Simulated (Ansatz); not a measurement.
Given:

Starting cell, AlN (wurtzite):

```yaml
crystal:
  lattice:
    - [3.10656, 0.00000, 0.00000]
    - [-1.55328, 2.69036, 0.00000]
    - [0.00000, 0.00000, 9.95609]
  atoms:
    - { symbol: Al, position: [0.33333, 0.66667, 0.49829] }
    - { symbol: Al, position: [0.33333, 0.66667, 0.99829] }
    - { symbol: Al, position: [0.66667, 0.33333, 0.24829] }
    - { symbol: Al, position: [0.66667, 0.33333, 0.74829] }
    - { symbol: N, position: [0.33333, 0.66667, 0.18911] }
    - { symbol: N, position: [0.33333, 0.66667, 0.68911] }
    - { symbol: N, position: [0.66667, 0.33333, 0.43911] }
    - { symbol: N, position: [0.66667, 0.33333, 0.93911] }
```

A phonon eigenvector at A = (0.0, 0.0, 0.5) is frozen into this cell: atom i moves by Q times the vector below, so Q is the largest atomic displacement, in Å. The cell is held. It is one choice among 4 degenerate patterns. (q is in reciprocal vectors of the primitive cell; the cell shown is doubled to hold the pattern.)

```csv
atom,x,y,z
Al1,0.000,-1.000,0.000
Al2,0.000,1.000,0.000
Al3,0.000,-0.101,0.000
Al4,0.000,0.101,0.000
N5,0.000,0.006,0.000
N6,0.000,-0.006,0.000
N7,0.000,-0.949,0.000
N8,0.000,0.949,0.000
```

Level of theory: r2SCAN (plane waves to 500 eV, PAW, scalar-relativistic; Ansatz, a first-principles code). k mesh 12×12×4 (Γ-centred), Fermi-Dirac smearing 0.05 eV. E stands for the smeared free energy. AlN was relaxed with its symmetry unable to fall. The PAW data are Ansatz's earlier set. ΔE is measured from the undisplaced structure.

The scan covers Q from -0.100 to 0.100 Å in 13 points.

Problem. Which space group does the distorted structure have?

Solution. Cm (No. 8), lowered from P6_3mc.

Problem. What is the energy change at Q = 0.100 Å?

Solution. 48.2 meV/cell.

Problem. What harmonic wavenumber does the curvature at Q = 0 give?

Solution. 181 cm⁻¹.

(A displaced cell: forces are minus the slopes of the energy, force constants its curvatures, and phonons follow from these.)
